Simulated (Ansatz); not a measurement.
The elements of this relaxed trial crystal are hidden behind letters.

```
lattice vectors (Å)
   4.3154    0.0000    0.0000
   0.0000    4.3154    0.0000
   0.0000    0.0000   18.4443
fractional positions
X 0.0000 0.0000 0.0000
Z 0.0000 0.0000 0.6713
Z 0.5000 0.5000 0.8427
Z 0.5000 0.5000 0.1573
Z 0.0000 0.0000 0.3287
Z 0.5000 0.5000 0.5000
Q 0.5000 0.0000 0.7570
Q 0.0000 0.5000 0.9287
Q 0.5000 0.0000 0.0713
Q 0.0000 0.5000 0.2430
Q 0.5000 0.0000 0.4143
Q 0.0000 0.5000 0.5857
```

These are results of Ansatz 0.2.0, DFT PBE, scalar-relativistic, plane waves, PAW, not measurements. Plane waves to 420 eV, an 8×8×2 mesh through Γ for the 12-atom cell and 0.02 eV Gaussian smearing; no spin polarisation.

- Space group: P-4m2 (No. 115)
- Conventional cell: a = 4.315 Å, c = 18.444 Å
- Volume per atom: 28.62 Å³
- Density: 5.32 g/cm³
- Energy over the elements: −0.638 eV/atom
- Gap on the 8×8×2 mesh of the 12-atom cell: 0.54 eV

Energies are uncorrected and count from the elements' standard states at the same level.

**Question.** X is a d-block element of period 4, Z is a d-block element of period 5 and Q is a p-block element of period 4. Which elements are they?

**Answer.** X = Zn, Z = Cd, Q = Se, so the formula is ZnCd5Se6. Density times volume gives a mean mass of 5.32 × 28.62/1.6605 = 91.7 u per atom, and this set has 91.8 u. Zn has 4 Se at 2.53 Å; Cd on a site of symmetry 2mm has 4 Se at 2.67 Å; Se on its first site is surrounded by 4 Cd at 2.67 Å; 4 more sites not described. Other sets within the hints have nearly the same mass, so mass alone doesn't settle it; this one was computed.

Kohn–Sham gaps at this level usually fall short of measured ones. Symmetry constrained the relaxation, so the result can be a saddle point.
